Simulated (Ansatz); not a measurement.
La3AlN4, ordered on the wurtzite lattice (Cm) with 8 atoms a cell (no longer in that coordination), relaxed with r2SCAN. Space group Cm (No. 8), monoclinic; conventional cell a = 12.904 Å, b = 3.780 Å, c = 6.429 Å, β = 112.9°, 18.05 Å³ an atom. Al has 4 N at 1.89–2.13 Å; La has 5 N at 2.32–2.79 Å; N has 1 Al at 1.89 Å and 3 La at 2.32–2.47 Å; N has 1 Al at 1.90 Å and 3 La at 2.46–2.79 Å; La has 4 N at 2.22–2.64 Å; La has 4 N at 2.39–2.58 Å; N has 4 La at 2.22–2.39 Å; N has 2 Al at 2.13 Å and 3 La at 2.58–2.67 Å.

```
Al La N
1.0
     6.44935   -1.88978    0.18752
     6.44935    1.88978    0.18752
    -2.67324    0.00000    5.84728
Al La N
1 3 4
Direct
  0.98511 0.98511 0.31507
  0.28727 0.28727 0.99278
  0.51252 0.51252 0.78121
  0.71970 0.71970 0.46481
  0.82697 0.82697 0.21922
  0.08115 0.08115 0.62547
  0.32616 0.32616 0.66086
  0.51113 0.51113 0.19058
```

4 runs of the plane-wave code Ansatz on this cell differ in the functional (and in the settings that go with it). Levels are in eV from each run's valence top; v1 is the last filled band, c1 the first empty one.

Run A, mean stress 0.0 GPa (compression positive):

| point | v4 | v3 | v2 | v1 | c1 | c2 |
| --- | --- | --- | --- | --- | --- | --- |
| Γ | -1.35 | -1.10 | -1.01 | -0.83 | 0.85 | 2.30 |
| C | -0.95 | -0.89 | -0.76 | -0.48 | 1.91 | 2.37 |
| Y₂ | -1.29 | -1.09 | -1.08 | -0.80 | 1.52 | 2.36 |
| M₂ | -1.20 | -1.12 | -1.02 | -0.76 | 2.02 | 2.23 |
| D | -0.96 | -0.51 | -0.39 | -0.03 | 2.02 | 2.46 |
| A | -1.35 | -1.25 | -1.14 | -1.06 | 1.73 | 2.51 |

Run B, mean stress +1.1 GPa (compression positive):

| point | v4 | v3 | v2 | v1 | c1 | c2 |
| --- | --- | --- | --- | --- | --- | --- |
| Γ | -1.28 | -1.04 | -0.96 | -0.79 | 0.56 | 1.96 |
| C | -0.91 | -0.87 | -0.74 | -0.46 | 1.67 | 2.06 |
| Y₂ | -1.24 | -1.08 | -1.03 | -0.78 | 1.26 | 2.05 |
| M₂ | -1.14 | -1.09 | -0.97 | -0.76 | 1.76 | 1.89 |
| D | -0.92 | -0.49 | -0.38 | -0.03 | 1.76 | 2.14 |
| A | -1.28 | -1.20 | -1.11 | -1.01 | 1.47 | 2.19 |

Run C, mean stress -0.8 GPa (compression positive):

| point | v4 | v3 | v2 | v1 | c1 | c2 |
| --- | --- | --- | --- | --- | --- | --- |
| Γ | -1.44 | -1.09 | -1.05 | -0.84 | 2.12 | 3.77 |
| C | -0.98 | -0.94 | -0.79 | -0.45 | 3.27 | 3.77 |
| Y₂ | -1.38 | -1.13 | -1.12 | -0.80 | 2.91 | 3.92 |
| M₂ | -1.19 | -1.18 | -1.06 | -0.75 | 3.51 | 3.70 |
| D | -0.98 | -0.51 | -0.42 | -0.03 | 3.40 | 3.90 |
| A | -1.39 | -1.28 | -1.21 | -1.07 | 3.13 | 4.17 |

Run D, mean stress -0.9 GPa (compression positive):

| point | v4 | v3 | v2 | v1 | c1 | c2 |
| --- | --- | --- | --- | --- | --- | --- |
| Γ | -1.43 | -1.09 | -1.04 | -0.84 | 1.44 | 3.06 |
| C | -0.98 | -0.94 | -0.78 | -0.45 | 2.56 | 3.06 |
| Y₂ | -1.36 | -1.12 | -1.11 | -0.80 | 2.21 | 3.20 |
| M₂ | -1.19 | -1.17 | -1.05 | -0.76 | 2.79 | 2.98 |
| D | -0.97 | -0.51 | -0.41 | -0.03 | 2.69 | 3.19 |
| A | -1.38 | -1.28 | -1.20 | -1.06 | 2.42 | 3.45 |

Task: Match the runs to PBE, r2SCAN, HSE06, PBE0.

Result: A is r2SCAN, B is PBE, C is PBE0, D is HSE06. In order of the gap: PBE 0.56, r2SCAN 0.85, HSE06 1.44, PBE0 2.12 eV. The stress vanishes for r2SCAN, which relaxed the cell.

All values are calculated for a non-magnetic cell, which may be hypothetical.

Spin-orbit coupling is left out.

The stress of a hybrid is loosely converged in these runs.

The meshes of the hybrids are coarse, so their gaps aren't converged to the digits shown.
